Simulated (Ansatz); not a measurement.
BaGaSnH:
```
CELL_PARAMETERS angstrom
      4.53162     0.00000     0.00000
     -2.26581     3.92450     0.00000
      0.00000     0.00000     5.20713
ATOMIC_POSITIONS crystal
  Ba 0.33333 0.66667 0.99979
  Ga 0.00000 0.00000 0.41650
  Sn 0.66667 0.33333 0.54305
  H  0.00000 0.00000 0.08436
```

This is the PBEsol-relaxed structure.

All from PBEsol in the plane-wave PAW code Ansatz, unless another level is named. Estimate the Bader charges.

Ba +1.19, Ga 0.00, Sn -0.68, H -0.51 e.

What about the Born charges (a third of the trace)?

Ba +2.11, Ga +1.31, Sn -1.80, H -1.62 e.

And the electronic dielectric constant ε∞ (DFPT)?

22.6 (xx = yy), 13.3 (zz).

Space group P3m1. The first step of the workflow began from a Materials Project structure, measured or hypothetical; the Crystallography Open Database files this formula in space group No. 156, but the cells were not matched. Its standing as an ambient phase is unchecked. The PBEsol relaxation kept the symmetry of its start; its stability against distortions is not shown here. Scalar-relativistic: spin–orbit coupling is off unless named, which matters more the heavier the elements.

Potentials: the later of the program's two PAW sets.
